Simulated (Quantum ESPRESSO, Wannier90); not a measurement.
Tight-binding from DFT: BiClO (P4/nmm)

Cell from Materials Project (mp-22939), symmetrised, no further relaxation. COD (Crystallography Open Database) has an entry of this formula and space group (matched by these alone). Computed values, not measurements, from PBEsol: Quantum ESPRESSO (norm-conserving PseudoDojo potentials, cutoff 68 Ry, spinors with spin-orbit coupling) on a Γ-centred 4×4×4 mesh, then Wannier90. Density: 8×8×4 mesh, cold smearing 0.01 Ry.

On the energy scale of pw.x, whose zero is arbitrary, the valence-band maximum lies at 7.53 eV.

Input w.win:

```
num_bands = 4
num_wann = 4
exclude_bands = 1-24,29-94
spinors = true
num_iter = 1000
conv_tol = 1.0e-6
conv_window = 4
write_hr = true
write_u_matrices = true
auto_projections = true
begin unit_cell_cart
ang
    3.8934000000    0.0000000000    0.0000000000
    0.0000000000    3.8934000000    0.0000000000
    0.0000000000    0.0000000000    7.4931900000
end unit_cell_cart
begin atoms_frac
Bi   0.0000000000  0.5000000000 -0.1677000000
Bi   0.5000000000  0.0000000000  0.1677000000
Cl   0.5000000000  0.0000000000 -0.3464200000
Cl   0.0000000000  0.5000000000  0.3464200000
O    0.0000000000  0.0000000000  0.0000000000
O    0.5000000000  0.5000000000  0.0000000000
end atoms_frac
mp_grid = 4 4 4
begin kpoints
0.0000000000 0.0000000000 0.0000000000
0.0000000000 0.0000000000 0.2500000000
0.0000000000 0.0000000000 0.5000000000
... (61 more lines: the 4x4x4 mesh through Gamma)
end kpoints
```

Input of pw2wannier90.x that gives the overlap and projection files (equivalent; here they were cut from one run over all bands):

```
&inputpp
  outdir = './out'
  prefix = 'pwscf'
  seedname = 'w'
  write_amn = .true.
  write_mmn = .true.
  atom_proj = .true.
  atom_proj_exclude = 1 2 3 4 5 6 7 8 9 10 11 12 13 14 15 16 17 18 19 20 21 22 23 24 25 26 27 28 29 30 31 32 33 34 35 36 39 40 41 42 43 44 47 48 49 50 51 52 53 54 55 56 57 58 59 60 61 62 63 64 65 66 67 68
/
```

Output w.wout (banner and timings cut):

```
                                    ------
                                    SYSTEM
                                    ------

                              Lattice Vectors (Ang)
                    a_1     3.893400   0.000000   0.000000
                    a_2     0.000000   3.893400   0.000000
                    a_3     0.000000   0.000000   7.493190

                   Unit Cell Volume:     113.58600  (Ang^3)

                        Reciprocal-Space Vectors (Ang^-1)
                    b_1     1.613804   0.000000   0.000000
                    b_2     0.000000   1.613804   0.000000
                    b_3     0.000000   0.000000   0.838519

 *----------------------------------------------------------------------------*
 |   Site       Fractional Coordinate          Cartesian Coordinate (Ang)     |
 +----------------------------------------------------------------------------+
 | bi   1   0.00000   0.50000  -0.16770   |    0.00000   1.94670  -1.25661    |
 | bi   2   0.50000   0.00000   0.16770   |    1.94670   0.00000   1.25661    |
 | cl   1   0.50000   0.00000  -0.34642   |    1.94670   0.00000  -2.59579    |
 | cl   2   0.00000   0.50000   0.34642   |    0.00000   1.94670   2.59579    |
 | o    1   0.00000   0.00000   0.00000   |    0.00000   0.00000   0.00000    |
 | o    2   0.50000   0.50000   0.00000   |    1.94670   1.94670   0.00000    |
 *----------------------------------------------------------------------------*
                                ------------
                                K-POINT GRID
                                ------------

             Grid size =  4 x  4 x  4      Total points =   64

 *---------------------------------- MAIN ------------------------------------*
 |  Number of Wannier Functions               :                 4             |
 |  Number of Objective Wannier Functions     :                 4             |
 |  Number of input Bloch states              :                 4             |
 |  Output verbosity (1=low, 5=high)          :                 1             |
 |  Timing Level (1=low, 5=high)              :                 1             |
 |  Optimisation (0=memory, 3=speed)          :                 3             |
 |  Length Unit                               :               Ang             |
 |  Post-processing setup (write *.nnkp)      :                 F             |
 |  Using Gamma-only branch of algorithms     :                 F             |
 *----------------------------------------------------------------------------*
 *------------------------------- WANNIERISE ---------------------------------*
 |  Total number of iterations                :              1000             |
 |  Number of CG steps before reset           :                 5             |
 |  Trial step length for line search         :             2.000             |
 |  Convergence tolerence                     :         0.100E-05             |
 |  Convergence window                        :                 4             |
 |  Iterations between writing output         :                 1             |
 |  Iterations between backing up to disk     :               100             |
 |  Write r^2_nm to file                      :                 F             |
 |  Write xyz WF centres to file              :                 F             |
 |  Write on-site energies <0n|H|0n> to file  :                 F             |
 |  Use guiding centre to control phases      :                 F             |
 |  Use phases for initial projections        :                 F             |
 *----------------------------------------------------------------------------*
 *-------------------------------- PLOTTING ----------------------------------*
 |  Plotting Hamiltonian in WF basis          :                 T             |
 *----------------------------------------------------------------------------*

 *---------------------------------- K-MESH ----------------------------------*
 +----------------------------------------------------------------------------+
 |                    Distance to Nearest-Neighbour Shells                    |
 |                    ------------------------------------                    |
 |          Shell             Distance (Ang^-1)          Multiplicity         |
 |          -----             -----------------          ------------         |
 |             1                   0.209630                      2            |
 |             2                   0.403451                      4            |
 |             3                   0.419260                      2            |
 |             4                   0.454662                      8            |
 |             5                   0.570566                      4            |
 |             6                   0.581852                      8            |
 |             7                   0.607857                      8            |
 |             8                   0.628890                      2            |
       ... (lines left out)
 +----------------------------------------------------------------------------+
 | The b-vectors are chosen automatically                                     |
 | The following shells are used:                       1,  2                 |
 +----------------------------------------------------------------------------+
 |                        Shell   # Nearest-Neighbours                        |
 |                        -----   --------------------                        |
 |                          1               2                                 |
 |                          2               4                                 |
 +----------------------------------------------------------------------------+
 | Completeness relation is fully satisfied [Eq. (B1), PRB 56, 12847 (1997)]  |
 +----------------------------------------------------------------------------+
 |                  b_k Vectors (Ang^-1) and Weights (Ang^2)                  |
 |                  ----------------------------------------                  |
 |            No.         b_k(x)      b_k(y)      b_k(z)        w_b           |
 |            ---        --------------------------------     --------        |
 |             1         0.000000    0.000000    0.209630    11.377943        |
 |             2         0.000000    0.000000   -0.209630    11.377943        |
 |             3         0.000000    0.403451    0.000000     3.071767        |
 |             4         0.403451    0.000000    0.000000     3.071767        |
 |             5         0.000000   -0.403451    0.000000     3.071767        |
 |             6        -0.403451    0.000000    0.000000     3.071767        |
 +----------------------------------------------------------------------------+
 |                           b_k Directions (Ang^-1)                          |
 |                           -----------------------                          |
 |            No.           x           y           z                         |
 |            ---        --------------------------------                     |
 |             1         0.000000    0.000000    0.209630                     |
 |             2         0.000000    0.403451    0.000000                     |
 |             3         0.403451    0.000000    0.000000                     |
 +----------------------------------------------------------------------------+

 Starting a new Wannier90 calculation ...

 Reading overlaps from w.mmn

 Reading projections from w.amn

 *------------------------------- WANNIERISE ---------------------------------*
 +--------------------------------------------------------------------+<-- CONV
 | Iter  Delta Spread     RMS Gradient      Spread (Ang^2)            |<-- CONV
 +--------------------------------------------------------------------+<-- CONV

 ------------------------------------------------------------------------------
 Initial State
  WF centre and spread    1  (  1.946700, -0.000000, -2.516217 )     1.06067545
  WF centre and spread    2  (  1.946700,  0.000000, -2.516217 )     1.06067545
  WF centre and spread    3  ( -0.000000,  1.946700,  2.516217 )     1.06067545
  WF centre and spread    4  (  0.000000,  1.946700,  2.516217 )     1.06067545
  Sum of centres and spreads (  3.893400,  3.893400,  0.000000 )     4.24270180

      0     0.424E+01     0.0000000000        4.2427017999  <-- CONV
        O_D=      0.0034574 O_OD=      0.0005963 O_TOT=      4.2427018 <-- SPRD
 ------------------------------------------------------------------------------
      1    -0.250E-05     0.0031936236        4.2426993007  <-- CONV
        O_D=      0.0034553 O_OD=      0.0005959 O_TOT=      4.2426993 <-- SPRD
      2    -0.123E-06     0.0006445531        4.2426991772  <-- CONV
        O_D=      0.0034552 O_OD=      0.0005958 O_TOT=      4.2426992 <-- SPRD
      3    -0.257E-07     0.0002441415        4.2426991515  <-- CONV
        O_D=      0.0034552 O_OD=      0.0005958 O_TOT=      4.2426992 <-- SPRD
      4    -0.698E-08     0.0001277029        4.2426991445  <-- CONV
        O_D=      0.0034552 O_OD=      0.0005958 O_TOT=      4.2426991 <-- SPRD
      5    -0.249E-08     0.0000770941        4.2426991420  <-- CONV
        O_D=      0.0034552 O_OD=      0.0005958 O_TOT=      4.2426991 <-- SPRD
             <<<     Delta < 1.000E-06  over  4 iterations     >>>
             <<< Wannierisation convergence criteria satisfied >>>
 Final State
  WF centre and spread    1  (  1.946700, -0.000000, -2.516217 )     1.06067479
  WF centre and spread    2  (  1.946700,  0.000000, -2.516217 )     1.06067479
  WF centre and spread    3  ( -0.000000,  1.946700,  2.516217 )     1.06067479
  WF centre and spread    4  (  0.000000,  1.946700,  2.516217 )     1.06067479
  Sum of centres and spreads (  3.893400,  3.893400,  0.000000 )     4.24269914

         Spreads (Ang^2)       Omega I      =     4.238648112
        ================       Omega D      =     0.003455225
                               Omega OD     =     0.000595805
    Final Spread (Ang^2)       Omega Total  =     4.242699142
```
